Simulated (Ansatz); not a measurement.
## Pd3PtS8: relaxed-ion elastic tensor

Computed with Ansatz 0.2.0, DFT PBE, scalar-relativistic, plane waves, PAW. Settings: 420 eV plane-wave cutoff, Γ-centred 12×12×2 mesh, fixed occupations. No spin polarisation.

Relaxed structure:
```yaml
crystal:
  lattice:
    - [3.56111, 0.00000, 0.00000]
    - [-1.78056, 3.08401, 0.00000]
    - [0.00000, 0.00000, 25.70426]
  atoms:
    - { symbol: Pd, position: [0.00000, 0.00000, 0.25164] }
    - { symbol: Pd, position: [0.00000, 0.00000, 0.50000] }
    - { symbol: Pd, position: [0.00000, 0.00000, 0.74836] }
    - { symbol: Pt, position: [0.00000, 0.00000, 0.00000] }
    - { symbol: S, position: [0.33333, 0.66667, 0.04810] }
    - { symbol: S, position: [0.33333, 0.66667, 0.29972] }
    - { symbol: S, position: [0.33333, 0.66667, 0.54808] }
    - { symbol: S, position: [0.33333, 0.66667, 0.79645] }
    - { symbol: S, position: [0.66667, 0.33333, 0.20355] }
    - { symbol: S, position: [0.66667, 0.33333, 0.45192] }
    - { symbol: S, position: [0.66667, 0.33333, 0.70028] }
    - { symbol: S, position: [0.66667, 0.33333, 0.95190] }
```

The structure comes from a generated guess, relaxed at this level; another structure or a mixture of phases may lie lower. Spin–orbit coupling is left out, which matters for heavy elements. No dispersion correction is applied, so modes and constants that involve weak contacts between layers, chains or molecules come out too soft.

(1) Give the relaxed-ion elastic constants (GPa, Voigt order xx yy zz yz xz xy, on the Cartesian axes of the cell above).

(2) Is the crystal stable against homogeneous strain?

(3) And the moduli of a polycrystal (Hill averages)?

## Answers

(1)
C11 = 113.0, C12 = 31.6, C13 = 1.5, C14 = -0.2, C22 = 113.0, C23 = 1.5, C24 = 0.2, C33 = 1.4, C44 = 0.3, C55 = 0.3, C56 = -0.2, C66 = 40.7 GPa; the others vanish.

(2) Yes: the least eigenvalue of the tensor is 0.3 GPa.

(3) B = 17 GPa, G = 11 GPa, E = 27 GPa, ν = 0.24.
